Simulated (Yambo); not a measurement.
Yambo run on CaAlSiH (space group P3m1, No. 156). The wavefunctions come from this Quantum ESPRESSO step (PBEsol, PseudoDojo standard norm-conserving files, scalar-relativistic):

```
&CONTROL
  calculation = 'nscf'
  pseudo_dir = './pseudo'
  outdir = './out'
/
&SYSTEM
  ibrav = 0
  nat = 4
  ntyp = 4
  ecutwfc = 72.0
  ecutrho = 288.0
  occupations = 'fixed'
  force_symmorphic = .true.
  nbnd = 125
/
&ELECTRONS
  conv_thr = 4e-09
  diago_full_acc = .true.
  diago_thr_init = 1e-08
/
ATOMIC_SPECIES
H 1.0080 H.upf
Al 26.9815 Al.upf
Si 28.0850 Si.upf
Ca 40.0780 Ca.upf
CELL_PARAMETERS angstrom
  4.124235800501   0.000000000000   0.000000000000
 -2.062117900251   3.571692974431   0.000000000000
  0.000000000000   0.000000000000   4.532569656000
ATOMIC_POSITIONS crystal
H   0.666666667000   0.333333333000   0.073245154200
Al   0.666666667000   0.333333333000   0.463074067000
Si   0.333333333667   0.666666666333   0.564846952600
Ca   0.000000000333   0.000000000000   0.005533826300
K_POINTS automatic
3 3 4 0 0 0
```

Yambo input:

```
rim_cut
gw0
dyson
el_el_corr
HF_and_locXC
ppa
em1d
RandQpts= 1000000
RandGvec= 1 Ry
EXXRLvcs= 72 Ry
VXCRLvcs= 288 Ry
Chimod= "HARTREE"
% BndsRnXp
 2 | 123 |
%
NGsBlkXp= 8 Ry
% LongDrXp
 1.0 | 1.0 | 1.0 |
%
PPAPntXp= 27.2114 eV
% GbndRnge
 1 | 123 |
%
GTermKind= "BG"
DysSolver= "n"
ExtendOut
% QPkrange
 1 | 1 | 9 | 10 |
 3 | 3 | 9 | 10 |
 5 | 5 | 9 | 10 |
 7 | 7 | 9 | 10 |
 9 | 9 | 9 | 10 |
%
```

k points by index: 1 = Γ, 3 = A, 5 = (0, 0.333, 0.25), 7 = K, 9 = H.

The o-*.qp file then holds:

```
#    K-point    Band    Eo [eV]    E [eV]    E-Eo [eV]    Vxc [eV]    Vnlxc [eV]    Sc|Eo [eV]    Sc|E [eV]    dSc/dw|Eo [eV]    Re(Z)    Im(Z)
#
    1    9    -1.227686    -1.765992    -0.538306    -10.50655    -12.14966    0.937917    1.104806    -8.434571    0.763375    -0.001847
    1    10    1.241883    1.310274    0.068391    -9.781101    -5.464444    -4.228287    -4.248267    -7.931563    0.774302    -0.001755
    3    9    0.000000    -0.559498    -0.559498    -10.68201    -11.91748    0.509845    0.675971    -8.078504    0.771078    -0.001678
    3    10    1.116016    1.461160    0.345144    -10.83324    -6.198651    -4.189366    -4.289443    -7.886499    0.775296    -0.001735
    5    9    -1.217950    -1.680373    -0.462423    -10.12178    -11.28632    0.562669    0.702116    -8.204285    0.768339    -0.001780
    5    10    0.423466    0.514709    0.091243    -9.759257    -5.789876    -3.852048    -3.878138    -7.769067    0.777899    -0.001726
    7    9    -0.882079    -1.258539    -0.376461    -10.32002    -11.14063    0.329802    0.444144    -8.263279    0.767061    -0.001793
    7    10    0.510455    0.710251    0.199796    -10.30159    -6.274473    -3.771403    -3.827325    -7.611279    0.781424    -0.001641
    9    9    -2.120503    -2.690485    -0.569981    -9.638750    -11.66981    1.280982    1.461080    -8.596027    0.759932    -0.001942
    9    10    1.284887    1.340266    0.055379    -9.262069    -4.991872    -4.199623    -4.214818    -7.446080    0.785149    -0.001628
```
(The two width columns are left out.) Convergence of these settings isn't established.

Geometry relaxed with PBEsol.

The structure is a Materials Project entry; no match was found in the copy of COD used, and its stability was not checked.
